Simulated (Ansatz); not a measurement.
## Levels of theory for Ga4As3P (ordering on zincblende)

All numbers come from the PAW code Ansatz. The cell comes from a prototype generator: it can be a known phase or a hypothetical one. No magnetic order is allowed.

The cell is Ga4As3P, ordered on the zincblende lattice (P-43m) with 8 atoms a cell; cell and atoms were relaxed with r2SCAN. It is cubic, P-43m (No. 215); a = 5.612 Å in the conventional setting, 22.09 Å³ an atom. P is surrounded by 4 Ga at 2.39 Å; Ga is surrounded by 1 P at 2.39 Å and 3 As at 2.44 Å; As is surrounded by 4 Ga at 2.44 Å.

```
P Ga As
1.0
     5.61152    0.00000    0.00000
     0.00000    5.61152    0.00000
     0.00000    0.00000    5.61152
P Ga As
1 4 3
Direct
  0.00000 0.00000 0.00000
  0.75434 0.75434 0.75434
  0.24566 0.24566 0.75434
  0.24566 0.75434 0.24566
  0.75434 0.24566 0.24566
  0.50000 0.50000 0.00000
  0.50000 0.00000 0.50000
  0.00000 0.50000 0.50000
```

Relaxed lattice by functional, symmetry kept:
```csv
functional,k mesh,a (Å),volume (Å³/atom)
PBE,4×4×4,5.683,22.94
r2SCAN,4×4×4,5.612,22.09
```

Gaps on the r2SCAN cell, each the least over its mesh and the special points:
```tsv
level	k mesh	gap (eV)	kind	edges	least direct gap (eV)	rough cost
PBE	4×4×4	0.78	direct	Γ	0.78	40 core-seconds
PBE+SOC	4×4×4	0.69	direct	Γ	0.69	3 core-minutes
r2SCAN	4×4×4	1.28	direct	Γ	1.28	30 core-seconds
HSE06	4×4×4	1.68	direct	Γ	1.68	10 core-minutes
PBE0	4×4×4	2.26	direct	Γ	2.26	10 core-minutes
```
PBE, PBE+SOC: smearing of 0.02 eV; the others have fixed occupations.
Wave cutoffs: 420 eV, 500 eV (r2SCAN).
Costs come from shared machines and give only the order; PBE's includes the band path. The runs had 4 threads of Arm Neoverse V1 (shared host).

With HSE06 the gap is 1.68 eV and direct, at Γ. Spin-orbit coupling changes the PBE gap by -0.090 eV, to 0.69 eV; at Γ the threefold valence level splits into a fourfold and a twofold level 0.28 eV apart, the fourfold one on top.

r2SCAN covers 56 % of the step from PBE to HSE06. For gaps to 0.1 eV, spin-orbit coupling (up to 0.09 eV here) is at the margin. Among these functionals the gap stays direct.

r2SCAN (ground state on 4×4×4): The clamped-ion dielectric constant comes out as 11.0 in all directions. Born charges, averaged over directions: P -2.39, Ga +2.15, As -2.07 e. The program warns that the response isn't settled on this k mesh.

Only the levels marked +SOC include spin-orbit coupling.

The meshes of the hybrids are coarse, so their gaps aren't converged to the digits shown.
